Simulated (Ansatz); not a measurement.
NbAg:
```
NbAg
1.0
    0.00000     2.72995     2.72995
    2.72995     0.00000     2.72995
    2.72995     2.72995     0.00000
Ag Nb
1 1
Direct
  0.00000   0.00000   0.00000
  0.50000   0.50000   0.50000
```

Relaxed with PBE. Special points in fractions of this cell's reciprocal vectors: Γ (0.000, 0.000, 0.000); X (0.500, 0.000, 0.500); U (0.625, 0.250, 0.625); K (0.375, 0.375, 0.750); L (0.500, 0.500, 0.500); W (0.500, 0.250, 0.750).

### Question
List the band energies nearest the Fermi level at these points for PBE in the plane-wave PAW code Ansatz.

### Answer
In eV from the Fermi level; about four levels below and three above (degenerate sets whole), none deeper than 8.9 eV; points with the same levels are listed once.

```json
[
 {"k": "Γ", "below": "-5.94 -5.94 -5.52 -5.52 -5.52", "above": "0.94 0.94 0.94"},
 {"k": "X", "below": "-4.60 -4.60 -3.58 -0.50", "above": "0.34 1.64 1.64"},
 {"k": "U", "below": "-4.69 -3.10 -0.67 -0.51", "above": "0.59 1.40 2.40"},
 {"k": "L", "below": "-3.18 -1.62 -0.86 -0.86", "above": "1.20 1.20 2.65"},
 {"k": "W", "below": "-2.84 -0.44 -0.44 -0.43", "above": "1.63 3.17 3.17"}
]
```

Space group Fm-3m (rock salt). The start of the workflow was typed in or built on a structure type; neither database checked (COD, Materials Project) lists it. Whether it is the stable phase at ambient conditions was not checked. Symmetry was held in the PBE relaxation; its stability against distortions is not shown here. The run is not spin-polarised. The volume moved by 16 % from the start of the relaxation. Its formation energy is positive at this level, so the cell may be metastable or incomplete. Scalar-relativistic: spin–orbit coupling is off unless named, which matters more the heavier the elements.

Potentials: the earlier of the program's two PAW sets.
